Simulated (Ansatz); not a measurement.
Lattice vibrations of HCl at Γ at 32 GPa

Theory: DFT PBEsol, scalar-relativistic, plane waves, PAW in Ansatz 0.2.0. Settings: 420 eV plane-wave cutoff, Γ-centred 8×8×8 mesh, fixed occupations. No spin polarisation. Phonons by linear response, acoustic sum rule imposed.

The cell, relaxed at 32 GPa:
```
H Cl
1.0
    -1.49286    1.49286    2.12671
     1.49286   -1.49286    2.12671
     1.49286    1.49286   -2.12671
H Cl
1 1
Direct
  0.68031 0.68031 0.00000
  0.98769 0.98769 0.00000
```

The crystal is built of molecules and no dispersion correction was added, so the binding between them is poorly described, and with it their spacing and whatever depends on it. Other phases may be more stable at this pressure. The run warned that the force constants aren't converged on this k mesh, so the frequencies and all that is formed from them are rough.

(1) Is this structure stable against zone-centre distortions?

(2) List the optical modes at Γ without the LO field (i marks imaginary ones).

Results:

(1) No: 2 of the 3 optical modes are imaginary.

(2)
```json
{"frequency (THz)": "7.25i", "degeneracy": "2", "IR intensity of the level ((D/Å)²/amu)": "22.98"}
{"frequency (THz)": "77.21", "degeneracy": "1", "IR intensity of the level ((D/Å)²/amu)": "21.34"}
```